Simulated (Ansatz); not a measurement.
In2GaAs3:
```cif
data_As6Ga2In4
_chemical_formula_sum 'In4 Ga2 As6'
_space_group_name_H-M_alt 'I-4m2'
_space_group_IT_number 119
_space_group_name_Hall 'I -4 -2'
_cell_length_a 4.15317
_cell_length_b 4.15317
_cell_length_c 17.73690
_cell_angle_alpha 90.000
_cell_angle_beta 90.000
_cell_angle_gamma 90.000
loop_
_atom_site_label
_atom_site_type_symbol
_atom_site_symmetry_multiplicity
_atom_site_Wyckoff_symbol
_atom_site_fract_x
_atom_site_fract_y
_atom_site_fract_z
_atom_site_occupancy
In1 In 4 e 0.00000 0.00000 0.33721 1
Ga1 Ga 2 a 0.00000 0.00000 0.00000 1
As1 As 2 d 0.50000 0.00000 0.25000 1
As2 As 4 f 0.00000 0.50000 0.07494 1
```
(The calculation used a cell of 6 atoms; values per cell refer to that cell.)

Relaxed at zero pressure with the program Ansatz at the LDA level (PAW).

The volume is raised by 3 % and shape and atoms relax at that volume. What pressure results, and how do the axes share the change?

-1.8 GPa; a 1.0 %, b 1.0 %, c 1.0 %; the energy rises by 4 meV/atom.

Give the new structure.


Space group I-4m2 (No. 119); a = b = 4.195 Å, c = 17.906 Å, α = β = γ = 90.00°

```json
[
 {"atom": "In", "site": "4e", "symmetry": "2mm.", "x": "0.0000", "y": "0.0000", "z": "0.3371"},
 {"atom": "Ga", "site": "2a", "symmetry": "-4m2", "x": "0.0000", "y": "0.0000", "z": "0.0000"},
 {"atom": "As", "site": "2d", "symmetry": "-4m2", "x": "0.5000", "y": "0.0000", "z": "0.2500"},
 {"atom": "As", "site": "4f", "symmetry": "2mm.", "x": "0.0000", "y": "0.5000", "z": "0.0752"}
]
```

The phase is kept; no other phase was compared at this pressure.

The workflow started from a Materials Project entry (that database holds measured and hypothetical structures alike); the Crystallography Open Database copy checked does not list it. With In and Ga taken as one species the cell has the higher symmetry F-43m, so it may be an ordered model of a mixed-site phase. Whether it is the stable phase at ambient conditions was not checked. The LDA relaxation kept the symmetry of its start; whether a distortion lowers the energy is not shown.

Potentials: the later of the program's two PAW sets.
